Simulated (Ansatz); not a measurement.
Ge2Mo in space group Pnma (No. 62; Ge on 4c, Mo on 4c, Ge on 4c) at seven volumes, LDA in the plane-wave PAW code Ansatz, shape and atoms relaxed at each. One row is withheld.

| V (Å³/atom) | P (GPa) |
|---|---|
| 13.790 | 21.48 |
| 14.244 | 13.08 |
| 14.699 | 5.99 |
| 15.154 | 0.00 |
| 15.608 | -5.06 |
| 16.063 | -9.33 |
| 16.518 | ? |

### Question
Fit the shown pressures and predict the withheld one.

### Answer
Third-order Birch–Murnaghan: P = (3/2)B₀(x^(7/2) − x^(5/2))[1 + (3/4)(B′ − 4)(x − 1)] with x = (V₀/V)^(2/3). Least squares on the six rows gives V₀ = 15.154 Å³/atom, B₀ = 183.1 GPa, B′ = 4.61. At V = 16.518, x = 0.9442 and P = -12.94 GPa. The run itself gave -12.92 GPa.

The workflow started from an entry of the Crystallography Open Database (COD). Its standing as an ambient phase is unchecked. The LDA relaxation kept the symmetry of its start; its stability against distortions is not shown here. The run is not spin-polarised.

Potentials: the later of the program's two PAW sets.
